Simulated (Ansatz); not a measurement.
LaZn (CsCl type, Pm-3m) at seven volumes, PBEsol in the plane-wave PAW code Ansatz, scaled uniformly. One row is withheld.

```tsv
V (Å³/atom)	P (GPa)
22.838	6.00
23.591	?
24.344	1.71
25.097	0.00
25.850	-1.47
26.603	-2.74
27.356	-3.84
```

Q: Fit the shown pressures and predict the withheld one.

A: P = (3/2)B₀(x^(7/2) − x^(5/2))[1 + (3/4)(B′ − 4)(x − 1)] with x = (V₀/V)^(2/3). Least squares on the six rows gives V₀ = 25.098 Å³/atom, B₀ = 52.8 GPa, B′ = 3.94. At V = 23.591, x = 1.0421 and P = 3.69 GPa. The run itself gave 3.69 GPa.

The workflow started from an entry of the Crystallography Open Database (COD). Whether it is the stable phase at ambient conditions was not checked. The PBEsol relaxation kept the symmetry of its start; of distortions, only those at the zone centre were tested. Spin–orbit coupling is left out wherever it is not named.

Potentials: the later of the program's two PAW sets.
